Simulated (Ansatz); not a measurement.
## La4MgTi3O12: field gradients at two levels of theory

Cell: a computed structure from the Materials Project (it need not be an observed phase), atoms as given.

Space group P-1 (No. 2); a = 5.5973, b = 5.6586, c = 7.9360 Å, α = 90.11°, γ = 90.17°.

```csv
site,Wyckoff,site symmetry,x,y,z
La1,2i,1,0.0067,0.0386,0.2535
La2,2i,1,0.4926,0.5434,0.2540
Mg,1f,-1,0.5000,0.0000,0.5000
Ti6,1c,-1,0.0000,0.5000,0.0000
Ti7,1g,-1,0.0000,0.5000,0.5000
Ti8,1d,-1,0.5000,0.0000,0.0000
O9,2i,1,0.0761,0.5179,0.7486
O10,2i,1,0.2159,0.7846,0.0400
O11,2i,1,0.1989,0.7891,0.4573
O12,2i,1,0.2864,0.2848,0.0422
O13,2i,1,0.2895,0.3023,0.4590
O14,2i,1,0.4182,0.0223,0.7548
```

One atom of each set is listed.

First run. All values are calculated (Ansatz; DFT, PBE, plane waves and PAW, scalar-relativistic, 420 eV cutoff, Γ-centred 6×6×4 k-points, Fermi–Dirac smearing 0.05 eV), not measured.

```
site  V_zz (10²¹ V/m²)     η
 La1             -9.97  0.51
 La2            -11.16  0.54
  Mg              0.28  0.80
 Ti6             -1.25  0.69
 Ti7             -1.39  0.53
 Ti8             -1.94  0.41
  O9             -1.10  0.82
 O10             -1.25  0.35
 O11             -1.46  0.83
 O12             -1.37  0.32
 O13              1.16  0.98
 O14             -0.61  0.55
```

Second run. The same atoms and settings, except that the functional is r2SCAN and the cutoff is 500 eV.

(1) Given the first result, estimate the second.

Answers

(1) 

```
site    V_zz     η  change of V_zz
 La1  -10.22  0.53           -0.25
 La2  -11.40  0.57           -0.24
  Mg    0.28  0.80            0.00
 Ti6   -1.45  0.47           -0.20
 Ti7   -1.45  0.19           -0.06
 Ti8   -1.81  0.40           +0.13
  O9   -1.09  0.83           +0.01
 O10   -1.24  0.30           +0.01
 O11   -1.46  0.74            0.00
 O12   -1.35  0.31           +0.02
 O13   -1.15  0.91               –
 O14   -0.64  0.54           -0.03
```

The largest change of V_zz along a kept axis is on La1, from -9.97 to -10.22. In per cent, |V_zz| changes by +2 to +3 on La (all sites that start above 2). Where |V_zz| stays above 0.1 and the axes keep their order, η moves most on Ti7, from 0.53 to 0.19. On O13 the largest principal value lies along another axis in the second run, so the two V_zz can't be compared directly.

The run finds no gap above 0.1 eV (a metal, or nearly one), so the gradients can move by 10 % or more with the k-mesh. Without spin–orbit coupling (the program notes it for La) the gradients can shift somewhat, as the gap is small. Semilocal functionals can leave a metal where correlation in the d or f shell opens a gap in the real compound, and that would change the values at and beside Ti.
